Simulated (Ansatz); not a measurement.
Input:

Os:
```
Os
1.0
   -1.53579     1.53579     1.53579
    1.53579    -1.53579     1.53579
    1.53579     1.53579    -1.53579
Os
1
Direct
  0.00000   0.00000   0.00000
```

This is the r²SCAN-relaxed structure.

**Question.** All from r²SCAN in the plane-wave PAW code Ansatz, unless another level is named. Predict the density of states at the Fermi level.

**Answer.** 1.2 states/eV per atom (mean over ±0.08 eV).

**Question.** Next, the gap with spin–orbit coupling?

**Answer.** none (metallic).

Space group Im-3m (bcc (W type)). The start of the workflow was typed in or built on a structure type; neither database checked (COD, Materials Project) lists it. It is not the phase usual at ambient conditions (space group No. 194). The cell was relaxed with r²SCAN under the symmetry of its start. At this level the phase is mechanically unstable. The run is not spin-polarised. Scalar-relativistic: spin–orbit coupling is off unless named, which matters more the heavier the elements.

Potentials: the earlier of the program's two PAW sets.
